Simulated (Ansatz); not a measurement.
**Ti5Si: equilibrium cell**

Method: plane-wave DFT with PAW (Ansatz; 420 eV, 500 eV for r²SCAN). Each run relaxes cell and atoms to zero pressure from this start:

```xyz
6
Lattice="2.5228 1.4566 4.4409 -2.5228 1.4566 4.4409 0.0000 -2.9131 4.4409" Properties=species:S:1:pos:R:3 pbc="T T T"
Ti    0.0000    0.0000    2.0176
Ti    0.5316    1.4566    4.4409
Ti   -1.5272   -0.2679    4.4409
Ti    0.0000    0.0000   11.3051
Ti    0.9956   -1.1886    4.4409
Si    0.0000    0.0000    6.6614
```

* Γ-centred k-mesh: 12×12×12
* occupation rule: Gaussian smearing, 0.1 eV
* spin treatment: unpolarised

Lengths are those of the conventional cell, space group R32.

Problem. Order by relaxed volume, smallest first.
A. r2SCAN
B. PBEsol
C. LDA
D. PBE

Solution. C (15.22 Å³/atom), B (15.74 Å³/atom), A (16.17 Å³/atom), D (16.33 Å³/atom).

```tsv
functional	a (Å)	c (Å)	volume (Å³/atom)	gap on mesh (eV)
LDA	4.916	13.094	15.22	metal
PBEsol	4.980	13.197	15.74	metal
PBE	5.048	13.315	16.33	metal
r2SCAN	5.034	13.264	16.17	metal
```

Cost: 4 runs of about 30 core-minutes in all, on Intel Xeon Processor @ 2.70GHz (shared hosts).